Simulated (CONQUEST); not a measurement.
Set-up for a self-consistent single point of SiNi (Pnma, 8 atoms in the cell; from Materials Project mp-351, changed as shown).

```xyz
8
Lattice="5.1222 0.0000 0.0000 0.0000 3.3088 0.0000 0.0000 0.0000 5.5488" Properties=species:S:1:pos:R:3 pbc="T T T"
Si     4.2058     2.4816     3.2312
Si     0.9164     0.8272     2.3176
Si     3.4775     0.8272     0.4568
Si     1.6447     2.4816     5.0920
Ni     2.6018     0.8272     3.8205
Ni     2.5204     2.4816     1.7283
Ni     5.0815     2.4816     1.0461
Ni     0.0407     0.8272     4.5027
```

Computed with PBE, numerical atomic orbitals double-zeta with polarisation (the shipped basis), PseudoDojo norm-conserving potentials made for PBE (CONQUEST).

CONQUEST settings:

* **basis**: DZP
* **Diag.MPMeshX, Y, Z**: 6 8 6
* **potentials**: PseudoDojo norm-conserving PBE
* **Grid.GridCutoff**: 175 Ha
* **DM.SolutionMethod**: diagon
* **Diag.kT**: 0.001837 Ha
* **Diag.GammaCentred**: true
* **minE.SCTolerance**: 1.0e-06
* **SC.MaxIters**: 100
* **SC.LinearMixingFactor**: 0.3
* **SC.KerkerPreCondition**: true
* **SC.KerkerFactor**: 0.1 1/bohr
* **AtomMove.TypeOfRun**: static

Results:

- Number of valence electrons = 88
- Number of bands = 128
- Number of k-points after the program's reduction = 201
- Size of the basis = 128
- Number of SCF iterations = 8
- FFT grid = 60 × 40 × 64
- Free energy E − TS = -18725.7310 eV
- Fermi level (on the code's own zero) = -6.23 eV
- Pressure = 11.69 GPa
- Largest force (vector length) = 0.245 eV/Å

Forces (eV/Å):
```json
[
 {"atom": "Si1", "Fx": "0.050", "Fy": "0.000", "Fz": "0.088"},
 {"atom": "Si2", "Fx": "-0.050", "Fy": "0.000", "Fz": "-0.088"},
 {"atom": "Si3", "Fx": "-0.050", "Fy": "0.000", "Fz": "0.088"},
 {"atom": "Si4", "Fx": "0.050", "Fy": "0.000", "Fz": "-0.088"},
 {"atom": "Ni5", "Fx": "0.116", "Fy": "0.000", "Fz": "-0.216"},
 {"atom": "Ni6", "Fx": "-0.116", "Fy": "0.000", "Fz": "0.216"},
 {"atom": "Ni7", "Fx": "-0.116", "Fy": "0.000", "Fz": "-0.216"},
 {"atom": "Ni8", "Fx": "0.116", "Fy": "0.000", "Fz": "0.216"}
]
```

For comparison: a first run was changed to give this one (lattice scaled by 1.02), and from it to this one the free energy falls by 79.6 meV/atom, the pressure goes from 26.95 to 11.69 GPa and the largest force goes from 0.462 to 0.245 eV/Å.

The program uses no crystal symmetry, so grid and mesh can part values that symmetry would make equal. The atom-centred basis is finite, which shifts total energies, pressures and forces against plane waves. The run has no spin polarisation, so moments on Ni cannot form. The structure comes from a collection of computed structures, made at another level of theory; the collection holds predicted forms beside known ones. Its lattice was then scaled. No clean gap shows at this smearing width and mesh (spacing up to 0.24 Å⁻¹); the mesh is coarse for partly filled bands, so the values carry mesh errors.

Cost on one core: very roughly 2.8 core-minutes.
